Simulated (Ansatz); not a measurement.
# NaCl (Fm-3m): energy against volume by PBE and RPA

```cif
data_structure
_symmetry_space_group_name_H-M 'P 1'
_symmetry_Int_Tables_number 1
_cell_length_a 3.9881
_cell_length_b 3.9881
_cell_length_c 3.9881
_cell_angle_alpha 60.000
_cell_angle_beta 60.000
_cell_angle_gamma 60.000
_cell_volume 44.85
loop_
_atom_site_label
_atom_site_type_symbol
_atom_site_fract_x
_atom_site_fract_y
_atom_site_fract_z
_atom_site_occupancy
Na1 Na 0.00000 0.00000 0.00000 1
Cl1 Cl 0.50000 0.50000 0.50000 1
```

RPA total energy on PBE orbitals, hand-made PAW set (Ansatz); 4×4×4 mesh, wave cutoff 700 eV, correlation extrapolated to infinite response cutoff from cutoffs up to 450 eV, 16 electrons, all correlated, long-wavelength term: neglected.

Energies and volumes of the whole cell, energies counted from the given cell:

```csv
V/V_given,V (Å³),PBE (meV),Hartree-Fock expression on these orbitals (meV),RPA (meV)
0.92,41.26,46,72,5
0.96,43.06,15,27,-4
1.00,44.85,0,0,0
1.04,46.65,-3,-14,14
1.08,48.44,4,-16,38
```

Task: Fit third-order Birch-Murnaghan curves. Where are the minima?

Result: PBE: V0 = 23.13 Å³ an atom (lattice constants +1.0 % against the given cell), B0 = 24 GPa; Hartree-Fock expression on these orbitals: V0 = 23.98 Å³ an atom (lattice constants +2.3 % against the given cell), B0 = 23 GPa; RPA: V0 = 21.71 Å³ an atom (lattice constants -1.1 % against the given cell), B0 = 25 GPa.

This ran on a trial build of the method. The mesh is coarse, so these are values at the stated settings, not converged ones.
